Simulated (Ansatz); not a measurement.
Sr$_{2}$Pb in space group Pnma (No. 62; Sr on 4c, Sr on 4c, Pb on 4c) at seven volumes, the program Ansatz at the PBEsol level (PAW), shape and atoms relaxed at each. One row is withheld.

```tsv
V (Å³/atom)	P (GPa)
34.183	?
35.310	1.31
36.437	0.65
37.564	0.00
38.691	-0.63
39.818	-1.22
40.945	-1.73
```

Q: Fit the shown pressures and predict the withheld one.

A: Third-order Birch–Murnaghan: P = (3/2)B₀(x^(7/2) − x^(5/2))[1 + (3/4)(B′ − 4)(x − 1)] with x = (V₀/V)^(2/3). Least squares on the six rows gives V₀ = 37.549 Å³/atom, B₀ = 21.08 GPa, B′ = 0.78. At V = 34.183, x = 1.0646 and P = 2.02 GPa. The run itself gave 2.13 GPa.

The workflow started from an entry of the Crystallography Open Database (COD). Whether it is the stable phase at ambient conditions was not checked. Symmetry was held in the PBEsol relaxation; whether a distortion lowers the energy is not shown. Scalar-relativistic: spin–orbit coupling is off unless named, which matters more the heavier the elements.

Potentials: the later of the program's two PAW sets.
